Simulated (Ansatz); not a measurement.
Given:

Starting cell, AlN (wurtzite):

```yaml
crystal:
  lattice:
    - [3.11382, 0.00000, 0.00000]
    - [-1.55691, 2.69665, 0.00000]
    - [0.00000, 0.00000, 4.98358]
  atoms:
    - { symbol: Al, position: [0.33333, 0.66667, 0.99641] }
    - { symbol: Al, position: [0.66667, 0.33333, 0.49641] }
    - { symbol: N, position: [0.33333, 0.66667, 0.37839] }
    - { symbol: N, position: [0.66667, 0.33333, 0.87839] }
```

In this cell atom 2 (Al, nearest neighbour N at 1.892 Å; its periodic images, 3.1 Å or more away, move with it) is moved by s along Cartesian [111], unit vector (0.577, 0.577, 0.577); all other atoms and the cell stay fixed.

Calculation: PBEsol (plane waves to 420 eV, PAW, scalar-relativistic; Ansatz, a program for electronic structure). k mesh 10×10×6 (Γ-centred), Fermi-Dirac smearing 0.05 eV. The energy includes the smearing's −TS. AlN was relaxed with its symmetry unable to fall. ΔE is measured from the undisplaced structure.

The scan covers s from -0.380 to 0.380 Å in 11 points.

Is this a single well or a double well?

A single well with its minimum at or next to zero displacement.

What is the force constant k = d²E/ds² of this move at s = 0?

17.3 eV/Å².

(For displaced atoms, the force is minus the slope of the energy, and its curvature is a force constant, which sets phonon frequencies.)
